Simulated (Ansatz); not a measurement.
One crystal and one scan (energy against volume) at two levels, r2SCAN (plane waves to 500 eV, PAW, scalar-relativistic; Ansatz, an electronic-structure program) and PBE (plane waves to 420 eV, PAW, scalar-relativistic; Ansatz), each from its own relaxed cell and on its own mesh. The cell shown is that of r2SCAN.

Ga2O3 (beta-Ga2O3 type, space group C2/m)

```
Ga2O3
1.0
    6.12784    -1.51953     0.00000
    6.12784     1.51953     0.00000
   -1.38609     0.00000     5.64055
Ga O
4 6
Direct
  0.09052   0.09052   0.79479
  0.90948   0.90948   0.20521
  0.65873   0.65873   0.31448
  0.34127   0.34127   0.68552
  0.16422   0.16422   0.10916
  0.83578   0.83578   0.89084
  0.17334   0.17334   0.56352
  0.82666   0.82666   0.43648
  0.49628   0.49628   0.25624
  0.50372   0.50372   0.74376
```

The volume is varied about the relaxed value V₀ at fixed cell shape. The atoms relax within the cell's symmetry.

E stands for the smeared free energy. Ga2O3 was relaxed with its symmetry unable to fall. With the shape held, the modulus is that of even scaling; a crystal free to change shape is softer. Percentages come from the unrounded values. Both scans cover V/V₀ from 0.940 to 1.060.

Results of r2SCAN:

Lattice constant a (Å): 12.26
Lattice constant b (Å): 3.039
Lattice constant c (Å): 5.808
Relaxed volume (Å³/atom): 10.50
Pressure at the smallest volume (GPa): 12.8
Energy cost of the largest compression (meV/atom): 24.0
Energy cost of the largest expansion (meV/atom): 19.7
Bulk modulus at fixed cell shape B₀ (third-order Birch-Murnaghan fit) (GPa): 183.6
Pressure for 5 % compression (fit) (GPa): 10.4

### Question
Estimate the PBE values.

### Answer
```
quantity                                                                       PBE     r2SCAN − PBE
---------------------------------------------------------------------------  -----  ---------------
Lattice constant a (Å)                                                       12.46   -0.20 (-1.6 %)
Lattice constant b (Å)                                                       3.083  -0.044 (-1.4 %)
Lattice constant c (Å)                                                       5.878  -0.070 (-1.2 %)
Relaxed volume (Å³/atom)                                                     10.97   -0.47 (-4.2 %)
Pressure at the smallest volume (GPa)                                         11.0     +1.8 (+17 %)
Energy cost of the largest compression (meV/atom)                             21.5     +2.5 (+12 %)
Energy cost of the largest expansion (meV/atom)                               17.6     +2.1 (+12 %)
Bulk modulus at fixed cell shape B₀ (third-order Birch-Murnaghan fit) (GPa)  157.1    +26.5 (+17 %)
Pressure for 5 % compression (fit) (GPa)                                       8.9     +1.5 (+17 %)
```

r2SCAN gives the higher value for: pressure at the smallest volume; energy cost of the largest compression; energy cost of the largest expansion; bulk modulus at fixed cell shape B₀; pressure for 5 % compression. r2SCAN gives the lower value for: lattice constant a; lattice constant b; lattice constant c; relaxed volume. Neither level is exact: the differences show how much the result hangs on the functional.

(A scan under strain: stresses follow from slopes of the energy per volume, elastic moduli from its curvatures.)
